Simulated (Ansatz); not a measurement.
Ionic part of the dielectric constant of ZnIn$_{2}$Cl$_{4}$, mode by mode

Theory: DFT PBE, scalar-relativistic, plane waves, PAW in Ansatz 0.2.0. Settings: 420 eV plane-wave cutoff, Γ-centred 6×6×4 mesh, fixed occupations. No spin polarisation. Phonons by linear response, acoustic sum rule imposed.

Space group P1 (No. 1), triclinic, a = 6.284 Å, b = 6.366 Å, c = 7.309 Å, α = 104.2°, β = 103.6°, γ = 116.4°. Around Zn lie 4 Cl at 2.27–2.33 Å; In on its first site is surrounded by 3 Cl at 2.96–3.07 Å, 1 Cl at 3.36 Å and 1 Cl at 3.58 Å; around In on its second site lie 3 Cl at 2.96–3.08 Å, 1 Cl at 3.36 Å and 1 Cl at 3.58 Å; Cl on its first site is surrounded by 1 Zn at 2.27 Å, 1 In at 3.07 Å and 1 In at 3.36 Å; around Cl on its second site lie 1 Zn at 2.33 Å and 2 In at 2.96 Å; Cl on its third site has 1 Zn at 2.31 Å and 2 In at 2.96 Å; 1 more site not described.

The cell was found from a structure generator's guess, not taken from experiment. Modes under 40 cm⁻¹ are poorly fixed. No dispersion correction is applied, so modes and constants that involve weak contacts between layers, chains or molecules come out too soft.

The primitive cell has V = 233.08 Å³ and ε∞,xx = 3.449. Each polar mode adds Δε = (4.92064×10⁷/V)·S/ν² along x, with S its oscillator strength in e²/amu, ν in cm⁻¹ and V in Å³.

Problem. From these modes, find each Δε and ε0,xx.
| ν (cm⁻¹) | S_xx (e²/amu) |
| --- | --- |
| 40.52 | 0.0437 |
| 53.59 | 0.00368 |
| 60.81 | 0.03717 |
| 76.46 | 0.00116 |
| 96.29 | 0.01344 |
| 115.03 | 0.04101 |
| 124.50 | 0.01787 |
| 235.88 | 0.00031 |
| 247.62 | 0.1188 |
| 266.69 | 0.04817 |

Solution.
```tsv
ν (cm⁻¹)	Δε
40.52	5.62
53.59	0.27
60.81	2.12
76.46	0.04
96.29	0.31
115.03	0.65
124.50	0.24
235.88	0.00
247.62	0.41
266.69	0.14
```

The sum is 9.80, so ε0,xx = 13.25; the run's tensor has 13.26.

Problem. Where do the longitudinal modes lie for a wave vector along x?

Solution. At 48.44, 48.69, 54.37, 74.19, 78.07, 99.32, 120.84, 136.60, 235.90, 257.56, 279.35 cm⁻¹.
